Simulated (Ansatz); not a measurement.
Method: r2SCAN, no spin polarisation; PAW, plane waves to 500 eV, 4×3×4 (shifted by 0, 0.5, 0 steps) mesh, fermi-dirac occupations (width 0.1 eV) (Ansatz 0.2.0), atoms fixed.

Computed maps in the lattice plane spanned by a (left to right, 4.92 Å, 15 points from zero) and b (bottom to top, 5.95 Å, 18 points from zero), 90° apart, at height 0.250 along c. The fields are smooth PAW ones with compensation charges, not the true ones near nuclei.

Valence density. Digits on a logarithmic scale: 0 up to 0.03 e/Å³, each further digit a factor of 1.6, 9 from 1.3 e/Å³ up:
```
443322222222334
333222344322233
222234688643222
222247999974222
112259999995221
111259999995211
111248999984211
112236899863221
222234566543222
333333333333333
444433333333444
876543322334567
998643322334689
999743222234799
999743222234799
999642211224699
997532111123579
655432111123455
```

ELF. Ten even steps from '0' (0.03) to '9' (0.82):
```
123321000012332
344310000001344
444100466400144
442004899840024
331017999971013
321017988971012
221006999960012
222002688620022
223200122100232
123542000024532
013566433466531
333467766776433
886346777764368
267224566542276
058212444421285
787212333321278
663212222221236
112222100122221
```

Question: The cell is YbW. Which atoms lie within 0.2 Å of this plane, and where (fractions of a and b)?

Answer: W at (0.00, 0.18), Yb at (0.50, 0.68). The whole cell:
```
W Yb
1.0
     4.92076    0.00000    0.00000
     0.00000    5.95117    0.00000
     0.02980    0.00000    5.17302
W Yb
2 2
Direct
  0.00000 0.18200 0.25000
  0.00000 0.81800 0.75000
  0.50000 0.68000 0.25000
  0.50000 0.32000 0.75000
```

Origin: a known structure type with other elements, at an estimated volume, so it need not be a known compound. Caveats: no spin polarisation, so a magnetic state may lie lower; the k mesh is coarse if the cell is a metal; atoms or cell far from equilibrium; f levels without a U or exact exchange are poorly placed.
